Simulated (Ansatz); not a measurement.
In plane-wave PAW r²SCAN (Ansatz code), AlBRu3 in the cubic perovskite structure (Pm-3m) relaxes to a = 4.027 Å. Al has 12 nearest neighbours from 2.85 Å (cuboctahedral); B has 6 nearest neighbours from 2.01 Å (octahedral). Its formation energy from the elements is -0.11 eV/atom, with no fitted shifts.

Electronic character: metallic (no gap). Gap from r²SCAN with spin–orbit coupling: none (metallic).

The bulk modulus is 242 GPa. The relaxed-ion elastic constants in GPa are C11 = 485, C12 = 121, C44 = 77.5. The elastic constants imply a Debye temperature near 503 K. Bader charges are Al +1.63, Ru -0.48, B -0.18 e.

The start of the workflow was typed in or built on a structure type; neither database checked (COD, Materials Project) lists it. Its standing as an ambient phase is unchecked. Symmetry was held in the r²SCAN relaxation; whether a distortion lowers the energy is not shown. No spin polarisation was allowed. The volume moved by -15 % from the start of the relaxation. As this level gives no gap, shear constants depend on the k-mesh and smearing (Fermi–Dirac, 0.1 eV here). The references are the lowest solids computed at this level, not always the standard phases. Spin–orbit coupling is left out wherever it is not named.

Potentials: the earlier of the program's two PAW sets.
